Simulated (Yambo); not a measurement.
G0W0@PBEsol for Sr₂H₃I (space group P-3m1, No. 164) in Yambo. Reference settings: 3×3×2 Γ-centred k mesh, 334 bands and a 7 Ry block in the screening, 334 bands in G with the Bruneval-Gonze terminator, plasmon pole fitted at 27.2 eV. The PBEsol gap A → K on this mesh is 1.99 eV; G0W0 gaps are taken between the same points.

The settings were changed. The gap went from 3.67 eV to 3.45 eV, and the shift of the valence edge from -1.05 eV to -0.82 eV.

Problem. Which change was made?
(A) 212 bands in G, no terminator
(B) 6 Ry block
(C) 3 Ry block
(D) 212 bands in G

Solution. C, 3 Ry block. The others gave (gap, valence shift): 6 Ry block: 3.65, -1.03 eV; 212 bands in G: 3.67, -1.03 eV; 212 bands in G, no terminator: 3.68, -0.85 eV.

Spin-orbit coupling is included.

Geometry of the Materials Project entry, not relaxed at this level; primitive cell a = b = 4.243 Å, c = 7.683 Å, α = β = 90.00°, γ = 120.00°.

The structure is a Materials Project entry; no match was found in the copy of COD used, and its stability was not checked.

A shift is the quasiparticle energy of the state minus its PBEsol energy.
